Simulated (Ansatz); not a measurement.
ZrH: stationary points along a deformation path

Theory: DFT LDA, scalar-relativistic, plane waves, PAW (Ansatz 0.2.0). Cutoff 420 eV, Γ-centred 16×16×12 k-points, Gaussian smearing of 0.15 eV. No spin polarisation. Energies are free energies at this smearing, counted from the undisturbed cell; pressure is positive in compression.

Reference structure (as given, not relaxed at this level; it stands at -5.1 GPa, and it needn't be the usual structure):

```xyz
4
Lattice="3.2428 0.0000 0.0000 0.0000 3.2428 0.0000 0.0000 0.0000 4.9480" Properties=species:S:1:pos:R:3 pbc="T T T"
Zr    0.0000    1.6214    0.0000
Zr    1.6214    0.0000    2.4740
H     0.0000    0.0000    3.7110
H     0.0000    0.0000    1.2370
```

At fixed volume and fractional coordinates, lengths along (0.000, 0.000, 1.000) are scaled against those across it; ρ is that ratio over its starting value. V = 13.008 Å³/atom. Δσ is the stress along the axis less the mean stress across it (compression positive).

```csv
ρ,ΔE (meV/atom),Δσ (GPa),space group
0.850,29.9,2.00,P4_2/mmc
0.920,16.0,4.35,P4_2/mmc
0.960,6.2,3.81,P4_2/mmc
1.000,0.0,1.62,P4_2/mmc
1.050,0.3,-1.99,P4_2/mmc
1.100,10.4,-6.10,P4_2/mmc
1.200,58.4,-14.26,P4_2/mmc
```

Task: How does the stress give the slope of the energy, and where is the energy stationary?

Result: Along the path d ln(length) is 2/3 d ln ρ on the axis and −1/3 d ln ρ across it, so dE/d ln ρ = −(2/3) V Δσ: the energy falls with ρ where Δσ is positive. Δσ vanishes or changes sign between ρ = 1.000 and 1.050, a minimum (near 1.02 by linear interpolation). Pairs of stationary points between two samples would go unseen, and could change a minimum read from distant neighbours into a maximum.

Task: Integrate that slope from ρ = 1 to 0.850 by the trapezoid rule.

Result: With V/N in Å³ and 1 eV/Å³ = 160.2 GPa the slopes at ρ = 1.000, 0.960, 0.920, 0.850 are -88, -206, -236, -108 meV/atom per unit of ln ρ. The steps add 6.0 + 9.4 + 13.6 = 29.0 meV/atom, against 29.9 from the energies; the trapezoid rule misses the curvature of the slope within each step.

In a metal these slopes depend on the k mesh and the smearing.